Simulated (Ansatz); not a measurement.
Ansatz 0.2.0, settings compared: BeCo₂

The command:

```bash
ansatz run input.yaml --threads 1 --pin off --max-ram 2560MiB --backend cpu --events-out ev --progress --plain --runs-dir out
```

The input file (Ansatz 0.2.0, plane waves):

```yaml
crystal:
  lattice:
    - [2.902918, 0.0, 0.0]
    - [0.0, 4.455737, 0.0]
    - [0.0, 0.0, 4.37978]
  atoms:
    - { symbol: Co, position: [0.0, 0.347, 0.258] }
    - { symbol: Co, position: [0.5, 0.153, 0.758] }
    - { symbol: Co, position: [0.0, 0.653, 0.742] }
    - { symbol: Co, position: [0.5, 0.847, 0.242] }
    - { symbol: Be, position: [0.0, 0.0, 0.0] }
    - { symbol: Be, position: [0.5, 0.5, 0.5] }
  symmetry: { tolerance: 0.0003 }
kpoints:
  mp_grid: { grid: [6, 4, 4], shift: [0, 0, 0] }
magnetization:
  spin_polarized: false
scf:
  occupations: { method: fermi_dirac }
hamiltonian:
  pseudopotentials: { kind: paw }
  xc: r2scan
basis:
  ecutwfc: 500
output:
  forces: true
  stress: true
  eigenvalues: true
```

Origin of the cell: a known structure type with other elements, at an estimated volume, so it need not be a known compound.

The smearing width isn't typed, so it takes its default of 0.1 eV.

Output of this run (shortened):

```
Pseudopotentials: kind: paw
Pseudopotential: Co, paw, valence charge 17, recommended cutoff 500 eV (meta_gga), Co.paw.azcp
Pseudopotential: Be, paw, valence charge 2, recommended cutoff 500 eV (meta_gga), Be.paw.azcp
Functional definition: r2SCAN
  exchange = r2scan_x(k0 = k0, k1 = k1, a1 = a1)
  correlation = r2scan_c
Crystal: 6 atoms, lattice volume = 56.651 Å³
Basis set: ecut = 500 eV, 1437 PW (Γ), exchange–correlation on 96×144×128 points (64 copies of the dense FFT grid, shifted against one another)
Bands: 44, of which v1, the nominal top of the filled ones, is band 36 counted from 1 (35 counted from 0)
Symmetry: 8 space group operations
Space group: Pnnm (ITA 58), of the structure as read, at distance tolerance 1.2e-3 Å
[… 7 lines left out …]
Initial density: superposition of atomic densities (neutral atoms: chi_scale 0, normalization atom), corrected by the library's trained network
Functional: x = r2scan, c = r2scan; τ floored in thin density (d = 2e-4 eV/Å³)
SCF iter   1: F=—  HF=-20706.709438 eV  Δρ=8.33e-3  dr2=1.05e-2  dr2_τ=2.83e-1  defer=2
SCF iter   2: F=—  HF=-20706.960522 eV  Δρ=1.00e-2  dr2=2.51e-2  dr2_τ=6.42e-4  defer=12
SCF iter   3: F=—  HF=-20706.963084 eV  Δρ=5.74e-3  dr2=9.64e-3  dr2_τ=2.81e-4  defer=12
SCF iter   4: F=—  HF=-20706.962757 eV  Δρ=2.23e-3  dr2=1.45e-3  dr2_τ=5.94e-5  defer=12
SCF iter   5: F=—  HF=-20706.963164 eV  Δρ=9.87e-4  dr2=3.28e-4  dr2_τ=6.87e-6  defer=12
SCF iter   6: F=—  HF=-20706.963209 eV  Δρ=5.90e-4  dr2=1.06e-4  dr2_τ=1.03e-6  defer=12
SCF iter   7: F=—  HF=-20706.963246 eV  Δρ=3.82e-4  dr2=4.68e-5  dr2_τ=1.63e-6  defer=12
SCF iter   8: F=—  HF=-20706.963242 eV  Δρ=6.38e-5  dr2=1.78e-6  dr2_τ=9.01e-8  defer=12
SCF iter   9: F=—  HF=-20706.963243 eV  Δρ=2.41e-5  dr2=2.22e-7  dr2_τ=1.59e-8  defer=12
SCF iter  10: F=-20706.963244 eV  HF=-20706.963244 eV  Δρ=1.01e-5  dr2=2.07e-8  dr2_τ=3.42e-9
SCF 1 converged in 10 iterations: F = -20706.963244 eV  dr2 = 2.07e-8
SCF converged after 10 iterations
Free energy (F): -20706.963244 eV
Harris-Foulkes:  -20706.963244 eV  (|F-HF|=9.03e-9)
Internal energy: -20706.566147 eV  (E = F + TS)
E sigma→0 (E₀):  -20706.764695 eV
Entropy (-TS):   -0.397096 eV (-66.183 meV/atom)
Fermi energy:    15.584720 eV
--- Per-component energies (eV) ---
  E_band       = -1194.226658
  E_kinetic    = 1879.845780
  E_local      = -12615.245859  (includes V_loc(G=0)·N_el)
  E_nonlocal   = 1852.565896
  E_hartree    = 5326.793595
  E_xc         = -670.795928
  E_vxc        = -968.803149  (∫ρ·V_xc dr)
  E_paw        = -6230.211397  (= ΣΔE_a)
  E_vpaw       = -2057.847742  (= ΣTr[D̂ρ^β])
  E_aug_tail   = 0.000123  (compensation charges beyond the density's cutoff)
  E_vtau       = 61.671227  (kinetic-family band-sum trace: ∫τ·v_τ [+ j·A + Jᵃ·Aᵃ] dr)
  E_ewald      = -10248.313477
  E_core_change = -1.204879  (= ΣΔE_core)
  E_smearing   = -0.397096  (= −TS)
  Σ components = -20706.963244   (vs F -20706.963244, Δ=0.00e0)
--- Forces (eV/Å), atoms counted from 1 ---
  atom   1  Co     0.000000     0.516191    -1.359416
  atom   2  Co     0.000000    -0.516191    -1.359416
  atom   3  Co     0.000000    -0.516191     1.359416
  atom   4  Co     0.000000     0.516191     1.359416
  atom   5  Be    -0.000000     0.000000     0.000000
  atom   6  Be     0.000000     0.000000    -0.000000
  max |Σ_I F_I| component: 4.44e-16 eV/Å
--- Stress (GPa, compression-positive) ---
       18.260275       0.000000       0.000000
        0.000000      14.613533       0.000000
        0.000000       0.000000      22.514207
  P = ⅓ Tr σ = 18.4627 GPa (184.627 kbar)
```

The same input was run again with these changes:

1. `scf.convergence.dr2_threshold` default → 1.0e-11; `hamiltonian.hubbard` default → { sites: [{ species: Co, l: d, u_eff: 2.0 }], double_counting: amf }
2. `hamiltonian.xc` r2scan → lda
3. `accuracy` default → low; `kpoints.mp_grid.shift` [0, 0, 0] → [0.5, 0.5, 0.5]
4. `hamiltonian.pseudopotentials` { kind: paw } → { kind: paw, source: jth }; `scf.mixing.preconditioner` default → none

| run | end | SCF iterations | P (GPa) | max force component (eV/Å) | moment (μB) | ΔE(σ→0) (meV/atom) |
| --- | --- | --- | --- | --- | --- | --- |
| base | converged | 10 | 18.46 | 1.359 | – | 0 |
| 1 | converged | 17 | 19.52 | 1.304 | – | – |
| 2 | converged | 8 | 9.90 | 1.290 | – | – |
| 3 | converged | 10 | 18.38 | 1.321 | – | -3.70 |
| 4 | converged | 9 | 19.32 | 1.393 | – | – |

Energies are compared only where functional, datasets, charge and starting cell are the same.

Not properties of the system: run 3 (too coarse or loose: `accuracy` = low).

Caveats of the base run: no spin polarisation, so a magnetic state may lie lower; the k mesh is coarse if the cell is a metal.

Run 4: the cutoff lies below the datasets' advice.

Time of the base run: 14 s on 1 thread of Intel(R) Xeon(R) Platinum 8259CL CPU @ 2.50GHz (Skylake/Cascade Lake), with other jobs on the host, peak memory 0.63 GiB, from the program's own first density.
